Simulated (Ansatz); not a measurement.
WN2:
```
WN2
1.0
    2.87783     0.00000     0.00000
   -1.43892     2.49227     0.00000
    0.00000     0.00000     3.86725
W N
1 2
Cartesian
  1.43892   0.83076   1.93362
  0.00000   0.00000   3.16923
  0.00000   0.00000   0.69801
```

Relaxed with LDA. Special points in fractions of this cell's reciprocal vectors: Γ (0.000, 0.000, 0.000); M (0.500, 0.000, 0.000); K (0.333, 0.333, 0.000); A (0.000, 0.000, 0.500); L (0.500, 0.000, 0.500); H (0.333, 0.333, 0.500).

Question: List the band energies nearest the valence-band maximum at these points for DFT-LDA in the program Ansatz with PAW potentials.

Answer: In eV from the valence-band maximum; about four levels below and three above (degenerate sets whole), none deeper than 8.9 eV; points with the same levels are listed once.

```tsv
k	below	above
Γ	-6.31 -6.31 -2.17 -2.17 -1.35	1.26 1.26 3.63
M	-5.18 -4.07 -3.22 -2.40	3.30 3.54 5.65
K	-7.36 -6.25 -1.51 -0.78	1.32 4.95 4.99
A	-5.23 -5.23 -4.53 -4.53 -3.40	2.50 2.50 4.70 4.70
L	-6.76 -5.65 -2.10 -1.05	4.01 4.03 4.24
H	-6.40 -3.89 -3.76 0.00	1.76 1.91 4.36
```

Space group P-6m2. The workflow started from a Materials Project entry (that database holds measured and hypothetical structures alike); the Crystallography Open Database copy checked does not list it. Whether it is the stable phase at ambient conditions was not checked. The cell was relaxed with LDA under the symmetry of its start; its stability against distortions is not shown here. The run is not spin-polarised. Spin–orbit coupling is left out wherever it is not named.

Potentials: the later of the program's two PAW sets.
